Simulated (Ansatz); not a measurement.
Given:

Ge (space group P4_32_12)

```xyz
12
Lattice="5.8786 0.0000 0.0000 0.0000 5.8786 0.0000 0.0000 0.0000 6.8985" Properties=species:S:1:pos:R:3 pbc="T T T"
Ge     0.5186     0.5186     0.0000
Ge     2.4207     3.4580     5.1739
Ge     5.3600     5.3600     3.4492
Ge     3.4580     2.4207     1.7246
Ge     1.0113     2.1749     1.7682
Ge     0.7644     3.9506     0.0436
Ge     4.8674     3.7038     5.2174
Ge     5.1142     1.9281     3.4928
Ge     3.9506     0.7644     6.8549
Ge     3.7038     4.8674     1.6810
Ge     1.9281     5.1142     3.4057
Ge     2.1749     1.0113     5.1303
```

A phonon eigenvector at Γ is frozen into this cell: atom i moves by Q times the vector below, so Q is the largest atomic displacement, in Å. The cell is held.

| atom | x | y | z |
|---|---|---|---|
| Ge1 | -0.224 | -0.224 | 0.000 |
| Ge2 | 0.224 | -0.224 | 0.000 |
| Ge3 | 0.224 | 0.224 | 0.000 |
| Ge4 | -0.224 | 0.224 | 0.000 |
| Ge5 | -0.554 | 0.693 | 0.461 |
| Ge6 | -0.693 | -0.554 | 0.461 |
| Ge7 | 0.554 | -0.693 | 0.461 |
| Ge8 | 0.693 | 0.554 | 0.461 |
| Ge9 | -0.554 | -0.693 | -0.461 |
| Ge10 | -0.693 | 0.554 | -0.461 |
| Ge11 | 0.554 | 0.693 | -0.461 |
| Ge12 | 0.693 | -0.554 | -0.461 |

Level of theory: LDA (plane waves to 420 eV, PAW, scalar-relativistic; Ansatz, a first-principles code). k mesh 5×5×4 (Γ-centred), Fermi-Dirac smearing 0.05 eV. The energy includes the smearing's −TS. Ge was relaxed with its symmetry unable to fall. This is one of several known forms of Ge; the measured ambient cells at hand have space group No. 227. ΔE is measured from the undisplaced structure.

The scan covers Q from -0.180 to 0.180 Å in 13 points.

**Question.** Is the energy the same for displacements of ±0.180 Å, and if not, which side lies higher?

**Answer.** Not even: the negative side lies higher at ±0.180 Å.

**Question.** What is the energy change at Q = 0.180 Å?

**Answer.** 1228 meV/cell.

**Question.** What harmonic wavenumber does the curvature at Q = 0 give?

**Answer.** 187 cm⁻¹.

(A displaced cell: forces are minus the slopes of the energy, force constants its curvatures, and phonons follow from these.)
